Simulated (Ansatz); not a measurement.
A plane-wave DFT run in Ansatz 0.2.0 (scalar-relativistic PAW potentials unless the input names others): input and command.

```yaml
crystal:
  lattice:
    - [2.7317561333, 0.0, 0.0]
    - [-0.9105853778, 2.5755243819, 0.0]
    - [0.0, 0.0, 23.9218781711]
  atoms:
    - { symbol: W, position: [0.5, 0.5, 0.3135205332] }
    - { symbol: W, position: [0.0, 0.0, 0.4067602666] }
    - { symbol: W, position: [0.5, 0.5, 0.5] }
    - { symbol: W, position: [0.0, 0.0, 0.5932397334] }
    - { symbol: W, position: [0.5, 0.5, 0.6864794668] }
kpoints:
  mp_grid: { grid: [6, 6, 1] }
hamiltonian:
  xc: revpbe
scf:
  occupations: { method: gaussian, width: 0.1 }
output:
  forces: true
  eigenvalues: true
  stress: true
efield:
  axis: 3
  dipole_correction: true
  ramp_width: 0.04
```

```bash
ansatz run input.yaml --threads 1 --pin off --max-ram 2560MiB --backend cpu --events-out ev --progress --plain --runs-dir out
```

Abridged log:
```
Basis set: ecut = 420 eV, 3341 PW (Γ), exchange–correlation on 40×40×320 points (8 copies of the dense FFT grid, shifted against one another)
Bands: 42, of which v1, the nominal top of the filled ones, is band 35 counted from 1 (34 counted from 0)
Symmetry: 4 space group operations
k-points: 13 of 36
SCF iter   1: F=—  HF=-51966.689555 eV  |F-HF|=—  |Δ(HF+E_count)|=         —  Δρ=7.53e-3  dr2=1.35e0  ethr=1.77e-3  p=0.000 e·Å  D=1.45e-13 V/Å  ΔV_dip= 0.00 eV  dr2_dipole=1.82e-7  V_vac-E_F(+/−)=4.97/4.97 eV  ⟨swp⟩=8.6  Hψ=2604  notcnv=0
efield: sawtooth ramp at fractional position 0.9800 (placed from the atoms, in the widest stretch of the axis that holds none; the zero of the levels goes with the place), width 0.0400; the density the first Hamiltonian is built on has a dipole p = 0.000 e·Å; the dipole correction subtracts the counter field D = 1.45e-13 V/Å, which shifts the + side's vacuum level by  0.00 eV against the − side's; the planar-averaged density in the ramp window peaks in size at 4.1e-5 e/Å³
SCF iter   2: F=—  HF=-51966.654338 eV  |F-HF|=—  |Δ(HF+E_count)|=   3.52e-2  Δρ=2.78e-3  dr2=1.19e-1  ethr=1.77e-3  p= 0.000 e·Å  D=-1.81e-6 V/Å  ΔV_dip=0.00 eV  dr2_dipole=2.46e-7  V_vac-E_F(+/−)=4.88/4.88 eV  ⟨swp⟩=1.4  Hψ=659  notcnv=0  defer=2
SCF iter   3: F=—  HF=-51966.651244 eV  |F-HF|=—  |Δ(HF+E_count)|=   3.09e-3  Δρ=1.37e-3  dr2=2.41e-2  ethr=1.70e-4  p=0.000 e·Å  D=1.02e-6 V/Å  ΔV_dip= 0.00 eV  dr2_dipole=4.94e-8  V_vac-E_F(+/−)=4.87/4.87 eV  ⟨swp⟩=1.9  Hψ=646  notcnv=0  defer=5
SCF iter   4: F=—  HF=-51966.649778 eV  |F-HF|=—  |Δ(HF+E_count)|=   1.47e-3  Δρ=3.55e-4  dr2=1.09e-3  ethr=3.44e-5  p= 0.000 e·Å  D=-3.89e-7 V/Å  ΔV_dip=0.00 eV  dr2_dipole=4.48e-10  V_vac-E_F(+/−)=4.84/4.84 eV  ⟨swp⟩=2.0  Hψ=657  notcnv=0  defer=5
SCF iter   5: F=—  HF=-51966.649723 eV  |F-HF|=—  |Δ(HF+E_count)|=   5.50e-5  Δρ=1.05e-4  dr2=5.50e-5  ethr=1.56e-6  p= 0.000 e·Å  D=-2.34e-6 V/Å  ΔV_dip=0.00 eV  dr2_dipole=1.24e-9  V_vac-E_F(+/−)=4.84/4.84 eV  ⟨swp⟩=2.8  Hψ=775  notcnv=0  defer=5
SCF iter   6: F=—  HF=-51966.649659 eV  |F-HF|=—  |Δ(HF+E_count)|=   6.43e-5  Δρ=2.85e-5  dr2=3.45e-6  ethr=7.85e-8  p= 0.000 e·Å  D=-1.92e-6 V/Å  ΔV_dip=0.00 eV  dr2_dipole=4.13e-10  V_vac-E_F(+/−)=4.83/4.83 eV  ⟨swp⟩=2.8  Hψ=793  notcnv=0  defer=7
SCF iter   7: F=—  HF=-51966.649662 eV  |F-HF|=—  |Δ(HF+E_count)|=   2.55e-6  Δρ=8.36e-6  dr2=7.03e-7  ethr=4.93e-9  p= 0.000 e·Å  D=-8.87e-7 V/Å  ΔV_dip=0.00 eV  dr2_dipole=1.62e-10  V_vac-E_F(+/−)=4.83/4.83 eV  ⟨swp⟩=2.7  Hψ=838  notcnv=0  defer=7
SCF iter   8: F=-51966.649662 eV  HF=-51966.649662 eV  |F-HF|=4.22e-9  |Δ(HF+E_count)|=   3.62e-8  Δρ=3.32e-6  dr2=5.86e-8  ethr=1.43e-10  p= 0.000 e·Å  D=-3.32e-7 V/Å  ΔV_dip=0.00 eV  dr2_dipole=6.92e-12  V_vac-E_F(+/−)=4.83/4.83 eV  ⟨swp⟩=12.1  Hψ=2976  notcnv=0
SCF 1 converged in 8 iterations: F = -51966.649662 eV  dr2 = 5.86e-8
SCF converged after 8 iterations
Free energy (F): -51966.649662 eV
Harris-Foulkes:  -51966.649662 eV  (|F-HF|=4.22e-9)
Internal energy: -51966.616587 eV  (E = F + TS)
E sigma→0 (E₀):  -51966.633124 eV
Entropy (-TS):   -0.033075 eV (-6.615 meV/atom)
Fermi energy:    8.192187 eV
Dipole field:    D = 0.000004 V/Å  (p = 0.000003 e·Å, saw-weighted, corrected)
Work function:   Φ+ = 4.8252 eV   Φ− = 4.8253 eV
Levels:          The Fermi level and band energies are counted from a zero that moves with the ramp; work functions are not
--- Forces (eV/Å), atoms counted from 1 ---
  atom   1  W      0.00000000     0.00000000     0.01124519
  atom   2  W      0.00000000     0.00000000    -0.54386777
  atom   3  W      0.00000000     0.00000000     0.00001097
  atom   4  W      0.00000000     0.00000000     0.54385146
  atom   5  W      0.00000000     0.00000000    -0.01123870
--- Stress (GPa, compression-positive) ---
       -0.774514       0.422960       0.000000
        0.422960      -0.475436       0.000000
        0.000000       0.000000       2.213544
  P = ⅓ Tr σ = 0.3212 GPa (3.212 kbar)
```

Apart from outputs and empty bands, the input differs from a reference run on usual settings in hamiltonian.xc: "pbesol" → "revpbe"; kpoints.mp_grid.grid: [13, 13, 1] → [6, 6, 1]; basis.ecutwfc: 420 → not typed. The reference, at the same geometry (not necessarily relaxed), gave pressure -4.54 GPa (averaged over a cell that holds vacuum), largest force 0.652 eV/Å, no gap on the mesh. This run converged in 8 SCF iterations (reference: 7) with a total energy on another zero, pressure 0.32 GPa (averaged over a cell that holds vacuum), largest force 0.544 eV/Å, no gap on the mesh. Its k mesh is looser than usual. The Hamiltonian differs as well, so the change in the result can't be put down to that alone.

It took 8.7 s on 1 thread of Arm Neoverse V1, on a shared host, peak memory 0.35 GiB.